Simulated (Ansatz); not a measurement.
TeO₂ in space group P4_32_12 (No. 96; Te on 4a, O on 8b), the program Ansatz at the r²SCAN level (PAW). The conduction-band minimum lies on the M–Γ line, 50 % of the way from M, with 4 equivalent valleys. Second derivatives d²E/dk² of the lowest band at one valley (eV·Å²), along Cartesian directions:

```json
[
 {"direction": "[100]", "d²E/dk²": "8.603"},
 {"direction": "[010]", "d²E/dk²": "8.603"},
 {"direction": "[001]", "d²E/dk²": "5.694"},
 {"direction": "[110]", "d²E/dk²": "9.420"},
 {"direction": "[101]", "d²E/dk²": "7.148"},
 {"direction": "[011]", "d²E/dk²": "7.148"}
]
```

Q: Find the principal effective masses, the density-of-states mass and the conductivity mass.

A: Off-diagonal terms follow from H_xy = H[110] − (H_xx + H_yy)/2, and m*/mₑ = 7.620 eV·Å² over each eigenvalue: 0.81, 0.98, 1.3. One valley's DOS mass (m₁m₂m₃)^(1/3) = 1.0, conductivity mass 3/(Σ 1/mᵢ) = 1.0 mₑ.

Q: What effective density of states Nc follows at 300 K for parabolic valleys?

A: Nc = 2.509e19 × 4 × (1.0)^(3/2) ≈ 1.0e20 cm⁻³.

The first step of the workflow began from a Materials Project structure, measured or hypothetical; the Crystallography Open Database copy checked does not list it. COD files the formula under space group No. 19, 61, 92, 136, so this cell is another polymorph or a model. Whether it is the stable phase at ambient conditions was not checked. The cell was relaxed with r²SCAN under the symmetry of its start; whether a distortion lowers the energy is not shown. Spin–orbit coupling is left out wherever it is not named.

Potentials: the later of the program's two PAW sets.

Edges and masses are those of Kohn–Sham bands, whose gap is no quasiparticle gap.
